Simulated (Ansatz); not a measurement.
Below is a relaxed structure of Al3Ga2N5. The cell was found from a structure generator's guess, not taken from experiment.

The calculation used DFT PBE, scalar-relativistic, plane waves, PAW (Ansatz 0.2.0). Cutoff 420 eV, Γ-centred mesh, Gaussian smearing, no spin polarisation.

```xyz
10
Lattice="1.4669 0.8469 11.9981 -1.4669 0.8469 11.9981 0.0000 -1.6938 11.9981" Properties=species:S:1:pos:R:3 pbc="T T T"
Al    0.0000    0.0000   17.9972
Al    0.0000    0.0000    3.6551
Al    0.0000    0.0000   32.3393
Ga    0.0000    0.0000   25.2396
Ga    0.0000    0.0000   10.7548
N     0.0000    0.0000    7.1701
N     0.0000    0.0000   28.8242
N     0.0000    0.0000   14.5040
N     0.0000    0.0000    0.0000
N     0.0000    0.0000   21.4904
```

The zero of energy is the elements' standard structures at the same level (N₂ as a molecule); no fitted shifts are applied.

**Question.** What space group does it have?

**Answer.** R-3m (No. 166), with Al and Ga ordered on rock salt sites. Conventional cell: a = 2.934 Å, c = 35.994 Å. Al on a site of symmetry -3m has 6 N at 2.06 Å; around Al on a site of symmetry 3m lie 6 N at 2.05–2.06 Å; Ga has 6 N at 2.10–2.11 Å; N on a site of symmetry 3m is surrounded by 6 Al at 2.06 Å; 2 more sites not described.

**Question.** How far does it lie from the elements in energy?

**Answer.** −0.685 eV/atom. It lies below the elements, which doesn't yet make it stable against other compounds or structures.

**Question.** Is it a metal?

**Answer.** No, the gap on the 12×12×12 mesh is 2.04 eV.

The last run used a 12×12×12 mesh for its 10-atom cell and Gaussian smearing of 0.02 eV. Kohn–Sham gaps at this level usually fall short of measured ones. A structure relaxed within its symmetry needn't be a true minimum.
